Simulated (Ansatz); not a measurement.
Here is the system:

I:
```cif
data_I4
_chemical_formula_sum 'I4'
_space_group_name_H-M_alt 'P 1'
_space_group_IT_number 1
_cell_length_a 4.40036
_cell_length_b 4.40036
_cell_length_c 9.79139
_cell_angle_alpha 90.000
_cell_angle_beta 90.000
_cell_angle_gamma 62.861
loop_
_space_group_symop_operation_xyz
  'x, y, z'
loop_
_atom_site_label
_atom_site_type_symbol
_atom_site_fract_x
_atom_site_fract_y
_atom_site_fract_z
_atom_site_occupancy
I1 I 0.84131 0.15869 0.12036 1
I2 I 0.15869 0.84131 0.87964 1
I3 I 0.34131 0.65869 0.37964 1
I4 I 0.65869 0.34131 0.62036 1
```

This is the r²SCAN+D4-relaxed structure.

### Question
All from the program Ansatz at the r²SCAN+D4 level (PAW), unless another level is named. Estimate the smallest direct gap on the standard path.

### Answer
1.35 eV.

### Question
And the band gap?

### Answer
1.21 eV (indirect).

### Question
And the valence-band maximum?

### Answer
at Γ.

Space group Cmce (molecular I2 type). The cell was relaxed with r²SCAN+D4 under the symmetry of its start. Spin–orbit coupling is left out wherever it is not named.

Potentials: the earlier of the program's two PAW sets.
